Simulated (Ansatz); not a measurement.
Input:

Y2Ga3Cu:
```cif
data_CuGa3Y2
_chemical_formula_sum 'Y2 Ga3 Cu1'
_space_group_name_H-M_alt 'P 1'
_space_group_IT_number 1
_cell_length_a 4.33077
_cell_length_b 4.33077
_cell_length_c 7.29554
_cell_angle_alpha 90.000
_cell_angle_beta 90.000
_cell_angle_gamma 120.000
loop_
_space_group_symop_operation_xyz
  'x, y, z'
loop_
_atom_site_label
_atom_site_type_symbol
_atom_site_fract_x
_atom_site_fract_y
_atom_site_fract_z
_atom_site_occupancy
Y1 Y 0.66667 0.33333 0.76824 1
Y2 Y 0.66667 0.33333 0.23766 1
Ga1 Ga 0.33333 0.66667 0.01997 1
Ga2 Ga 0.33333 0.66667 0.45789 1
Ga3 Ga 0.00000 0.00000 0.54691 1
Cu1 Cu 0.00000 0.00000 0.96931 1
```

This is the r²SCAN-relaxed structure.

Problem. All from plane-wave PAW r²SCAN (Ansatz code), unless another level is named. Give the formation energy from the elements (no fitted shifts).

Solution. -0.69 eV/atom.

Problem. And the density of states at the Fermi level?

Solution. 0.20 states/eV per atom (mean over ±0.08 eV).

Space group P3m1. The first step of the workflow began from a Materials Project structure, measured or hypothetical; the Crystallography Open Database copy checked does not list it. With Ga and Cu taken as one species the cell has the higher symmetry P-3m1, so it may be an ordered model of a mixed-site phase. Its standing as an ambient phase is unchecked. Symmetry was held in the r²SCAN relaxation; its stability against distortions is not shown here. The run is not spin-polarised. The references are the lowest solids computed at this level, not always the standard phases. Spin–orbit coupling is left out wherever it is not named.

Potentials: the later of the program's two PAW sets.
